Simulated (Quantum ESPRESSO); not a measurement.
# Al7GaN8: convergence and cost over cutoff and k mesh

Simulated, not a measurement. The program is pw.x of Quantum ESPRESSO 7.5 (plane-wave density functional theory). The cell is made up: 16 atoms on a doubled wurtzite lattice, with randomly drawn elements, strain and displacements, not relaxed. PseudoDojo standard norm-conserving files (v0.5 for PBE, v0.4.1 for LDA and PBEsol) set the functional; there is no spin polarisation, spin-orbit coupling or dispersion term, and the masses in the input are unused placeholders.

Input of the run in row 4:

```
&control calculation='scf', pseudo_dir='./dojo.nc.sr.pbe.v0_5.standard.upf', outdir='./o', disk_io='low', tprnfor=.true., tstress=.true. /
&system ibrav=0, nat=16, ntyp=3, nbnd=43, ecutwfc=84.00895049, nosym=.true., tot_charge=0,
 occupations='smearing', smearing='fd', degauss=0.0018374661
/
&electrons conv_thr=7.350e-09, electron_maxstep=60, /
ATOMIC_SPECIES
Al 1.0 Al.upf
Ga 1.0 Ga.upf
N 1.0 N.upf
CELL_PARAMETERS angstrom
3.0658 0.0 0.0
0.0 5.3101 0.0
0.0 0.0 10.0129
ATOMIC_POSITIONS angstrom
Al 0.097 0.2126 -0.023
Al 1.617 2.6255 0.043
Al 1.4945 1.019 2.5276
Al -0.0607 3.4549 2.677
Al -0.0315 -0.0687 4.9276
Al 1.4533 2.4967 4.9907
Ga 1.5111 0.9218 7.5571
Al 0.1046 3.5081 7.5003
N 0.0214 0.017 1.8591
N 1.5614 2.6417 1.7768
N 1.5661 1.0163 4.3482
N 0.105 3.4789 4.2868
N -0.0201 -0.1607 6.9265
N 1.6384 2.7659 6.918
N 1.5738 0.8552 9.3295
N 0.0296 3.6529 9.43
K_POINTS automatic
7 4 2 1 1 1
```

The same cell was run at these settings. Meshes are shifted by half a step, and differences are from the last row, which is itself not exact.

```
cutoff (eV)     k mesh  k points solved  threshold (eV)  free energy less the last row's (eV)  pressure (GPa)  largest stress difference (GPa)  largest force difference (eV/Å)  iterations  wall time (s)  k-point pools                  processor
        800  2 x 2 x 2                4           1e-04                                -0.084            5.88                            18.88                            0.382          11             15              4  Intel Xeon, 2023 or later
       1143  1 x 1 x 1                1           1e-07                                -7.016           15.23                            13.65                            1.906          15             25              4  Intel Xeon, 2023 or later
        841  7 x 4 x 2               28           1e-07                                 0.739           12.04                             7.04                            0.027          15             60              4  Intel Xeon, 2023 or later
       1143  7 x 4 x 2               28           1e-07                                 0.005           19.09                             0.03                            0.001          15             96              4  Intel Xeon, 2023 or later
       1437  9 x 6 x 4              108           1e-07                                 0.000           19.07                             0.00                            0.000          15            534              4  Intel Xeon, 2023 or later
```

Each pool is one process. Wall times include start-up and a band step at six k points, which weighs most on the coarsest meshes. The runs were on shared virtual cores whose load varied, so times are rough.